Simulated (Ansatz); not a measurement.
# Zone-centre phonons of BeCo at 15 GPa: input and output

Method: DFT LDA, scalar-relativistic, plane waves, PAW in Ansatz 0.2.0.

Launched with:
```bash
ansatz run input.yaml --threads 1 --pin off --max-ram 3072MiB --backend cpu --events-out ev --progress --plain --runs-dir out
```

Input (bare energies are in eV):
```yaml
crystal:
  lattice:
    - [2.4892261779, 0.0, 0.0]
    - [0.0, 2.4892261779, 0.0]
    - [0.0, 0.0, 2.4892261779]
  atoms:
    - { symbol: Be, position: [0.0, 0.0, 0.0] }
    - { symbol: Co, position: [0.5, 0.5, 0.5] }
basis:
  ecutwfc: 420
kpoints:
  mp_grid: { grid: [16, 16, 16] }
hamiltonian:
  xc: lda
scf:
  occupations: { method: gaussian, width: 0.2 }
output:
  eigenvalues: true
phonons:
  method: dfpt
  eigenvectors: true
```

The end of the output:
```
--- Phonons (Γ-DFPT): 2 representative perturbations + reference, on 405 of 4096 k-points (Σ response iterations 6) ---
  k mesh reduced under 8 symmetry operations, with k and −k counted as one. Each operation leaves every solved perturbation unchanged. A smaller set is not used because it would not reduce the number of displacements ...
  ASR residual: 3.281e-5 → 0.000e0 eV/Å²; symmetrization residual: 3.267e-7 eV/Å²
  ASR residual per site (eV/Å²): 4.94e-6 3.28e-5
  Γ frequencies (cm⁻¹): 0.00 0.00 0.00 599.68 599.68 599.68
  non-analytic LO–TO correction: not included (Born effective charges unavailable; polar crystals: no LO–TO splitting at Γ)
```

Time: 26 s on 1 thread of Arm Neoverse V1, with other jobs on the host, peak memory 0.56 GiB.

In a metal, frequencies and elastic constants depend on the k mesh and the smearing, soft modes and shear constants most. Spin polarisation was left out, and a magnetic state may lie lower. Other phases may be more stable at this pressure.